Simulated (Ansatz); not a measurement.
NaH:
```yaml
crystal:
  lattice:
    - [0.00000, 2.39721, 2.39721]
    - [2.39721, 0.00000, 2.39721]
    - [2.39721, 2.39721, 0.00000]
  atoms:
    - { symbol: Na, position: [0.00000, 0.00000, 0.00000] }
    - { symbol: H, position: [0.50000, 0.50000, 0.50000] }
```

Cartesian axes are those of the cell as given.

### Question
Give the high-frequency dielectric tensor and the Born effective charge tensors of the independent atoms from DFPT, r²SCAN in the plane-wave PAW code Ansatz.

### Answer

ε∞:
```
2.88  0.00  0.00
0.00  2.88  0.00
0.00  0.00  2.88
```
Z* of atom 1 (Na), rows: field, columns: displacement, in e:
```
0.95  0.00  0.00
0.00  0.95  0.00
0.00  0.00  0.95
```
Z* of atom 2 (H), rows: field, columns: displacement, in e:
```
-0.95   0.00   0.00
 0.00  -0.95   0.00
 0.00   0.00  -0.95
```

Static charges for comparison (Bader): Na1 +0.83, H2 -0.83 e. Born charges measure polarisation by displacement and can exceed these by far.

Space group Fm-3m (rock salt). Symmetry was held in the r²SCAN relaxation; phonons on a q-mesh show no instability.

Potentials: the later of the program's two PAW sets.
